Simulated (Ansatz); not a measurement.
V (bcc (W type)), relaxed with PBE (Ansatz, a first-principles code, plane waves, PAW): a = b = c = 2.996 Å, α = β = γ = 90.00°.

| Item | Value |
|---|---|
| B₀ by P(V) fit (GPa) | 182 |

### Question
The same phase is relaxed and computed with PBEsol in the same code. What are the cell and these values now?

### Answer
a = 2.958 Å, b = 2.958 Å, c = 2.958 Å, α = 90.00°, β = 90.00°, γ = 90.00°.

* **B₀ by P(V) fit (GPa)**: 197

Began spin-polarised and lost the moments: V, bcc (W type) with PBE; V, bcc (W type) with PBEsol. All cells were relaxed under the symmetry of their starts (and spin orders); stability against distortions was not tested throughout.

Potentials: the later of the program's two PAW sets.

Ansatz is a plane-wave DFT program.
